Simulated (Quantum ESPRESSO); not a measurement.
```cif
data_F3MgNa
_chemical_formula_sum 'F3 Na1 Mg1'
_space_group_name_H-M_alt 'Pm-3m'
_space_group_IT_number 221
_space_group_name_Hall '-P 4 2 3'
_cell_length_a 3.95084
_cell_length_b 3.95084
_cell_length_c 3.95084
_cell_angle_alpha 90.000
_cell_angle_beta 90.000
_cell_angle_gamma 90.000
loop_
_atom_site_label
_atom_site_type_symbol
_atom_site_symmetry_multiplicity
_atom_site_Wyckoff_symbol
_atom_site_fract_x
_atom_site_fract_y
_atom_site_fract_z
_atom_site_occupancy
F1 F 3 c 0.00000 0.50000 0.50000 1
Na1 Na 1 a 0.00000 0.00000 0.00000 1
Mg1 Mg 1 b 0.50000 0.50000 0.50000 1
```

The geometry is that of Materials Project entry mp-560399, symmetrised and not relaxed again.

What does LDA (Quantum ESPRESSO, PseudoDojo norm-conserving, 88 Ry, no spin-orbit coupling) give for the electronic structure near the Fermi level?

The LDA gap is indirect, 5.65 eV, from R to Γ; the smallest direct gap is 6.11 eV. Another valence extremum on the path lies within 0.02 eV, too close to call. The cell is held in this high symmetry; tilts and polar distortions were not searched.

The structure is a Materials Project entry; no match was found in the copy of COD used, and its stability was not checked.
